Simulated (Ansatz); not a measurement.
Polymorphs of PtSe$_{2}$

10 relaxations of PtSe2 ended in 7 distinct structures. These are PBEsol-D3(BJ) (plane waves to 420 eV, PAW, scalar-relativistic; Ansatz, a quantum-chemistry and plane-wave program) values and carry that method's errors.

| # | space group | Pearson | type | E − E(lowest) (eV/atom) | V (Å³/atom) | coordination | runs ending here |
|---|---|---|---|---|---|---|---|
| 1 | P-3m1 | hP3 | CdI2 type | 0.00 | 18.68 | Pt 6 (octahedral), Se 3 (trigonal pyramidal) | 3 |
| 2 | P6₃/mmc | hP6 | – | 0.33 | 18.42 | – | 1 |
| 3 | P-6m2 | hP6 | – | 0.39 | 18.81 | – | 1 |
| 4 | R3m | hR3 | – | 0.40 | 18.88 | – | 1 |
| 5 | P6₃/mmc | hP6 | – | 0.41 | 19.04 | – | 2 |
| 6 | P-6m2 | hP3 | – | 0.49 | 21.34 | – | 1 |
| 7 | P6₃/mmc | hP6 | – | 0.49 | 21.46 | – | 1 |

Coordination numbers (neighbours up to the widest gap in distance over summed covalent radii, below 1.35; n+m marks a second, longer set; metal–metal contacts left out). All are gapless at this level. P-3m1, hP3, CdI2 type is the lowest among the structures calculated here.

PtSe2 is taken in the trigonal space group P-3m1 (No. 164), the CdI2 type structure, Pearson symbol hP3. Conventional cell: a = 3.739 Å, b = 3.739 Å, c = 4.630 Å, α = 90.00°, β = 90.00°, γ = 120.00°. Pt on 1a is coordinated by 6 Se at 2.500 Å (octahedral). Se on 2d sees 3 Pt at 2.500 Å (trigonal pyramidal). (Neighbours: up to the widest gap in distance over summed covalent radii, below 1.35, at either atom; cation-cation and far metal-metal contacts left out.)

Each run could gain symmetry but not lose that of its start, so entries can be saddle points. From databases, or of a type measured for this composition: P-3m1, hP3, CdI2 type; the others are generated cells (placed on structure types, drawn at random, substituted or restacked) that were not matched to a known phase here. Energies are at zero temperature and pressure, without zero-point motion. No spin polarisation in the result.
